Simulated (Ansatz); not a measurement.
MgO:
```yaml
crystal:
  lattice:
    - [1.48032, 0.85466, 19.74683]
    - [-1.48032, 0.85466, 19.74683]
    - [0.00000, -1.70933, 19.74683]
  atoms:
    - { symbol: Mg, position: [0.37564, 0.37564, 0.37564] }
    - { symbol: Mg, position: [0.62436, 0.62436, 0.62436] }
    - { symbol: Mg, position: [0.79230, 0.79230, 0.79230] }
    - { symbol: Mg, position: [0.20770, 0.20770, 0.20770] }
    - { symbol: Mg, position: [0.91539, 0.91539, 0.91539] }
    - { symbol: Mg, position: [0.08461, 0.08461, 0.08461] }
    - { symbol: Mg, position: [0.50000, 0.50000, 0.50000] }
    - { symbol: Mg, position: [0.00000, 0.00000, 0.00000] }
    - { symbol: O, position: [0.14615, 0.14615, 0.14615] }
    - { symbol: O, position: [0.85385, 0.85385, 0.85385] }
    - { symbol: O, position: [0.43846, 0.43846, 0.43846] }
    - { symbol: O, position: [0.56154, 0.56154, 0.56154] }
    - { symbol: O, position: [0.31288, 0.31288, 0.31288] }
    - { symbol: O, position: [0.68712, 0.68712, 0.68712] }
    - { symbol: O, position: [0.26918, 0.26918, 0.26918] }
    - { symbol: O, position: [0.73082, 0.73082, 0.73082] }
```

Relaxed with r²SCAN.

Task: Give the Bader charges and basin volumes of the independent atoms, r²SCAN (plane waves, PAW; program Ansatz).

Result: 

```json
[
 {"atom": "Mg1", "Bader charge (e)": "+1.74", "Bader volume (Å³)": "4.8"},
 {"atom": "Mg3", "Bader charge (e)": "+1.74", "Bader volume (Å³)": "4.4"},
 {"atom": "Mg5", "Bader charge (e)": "+1.74", "Bader volume (Å³)": "4.4"},
 {"atom": "Mg7", "Bader charge (e)": "+1.74", "Bader volume (Å³)": "4.4"},
 {"atom": "Mg8", "Bader charge (e)": "+1.74", "Bader volume (Å³)": "4.4"},
 {"atom": "O9", "Bader charge (e)": "-1.74", "Bader volume (Å³)": "14.0"},
 {"atom": "O11", "Bader charge (e)": "-1.74", "Bader volume (Å³)": "14.0"},
 {"atom": "O13", "Bader charge (e)": "-1.74", "Bader volume (Å³)": "14.4"},
 {"atom": "O15", "Bader charge (e)": "-1.74", "Bader volume (Å³)": "14.4"}
]
```

Space group R-3m. The workflow started from a Materials Project entry (that database holds measured and hypothetical structures alike); the Crystallography Open Database copy checked does not list it. It is not the phase usual at ambient conditions (space group No. 225). Symmetry was held in the r²SCAN relaxation; whether a distortion lowers the energy is not shown.

Potentials: the later of the program's two PAW sets.
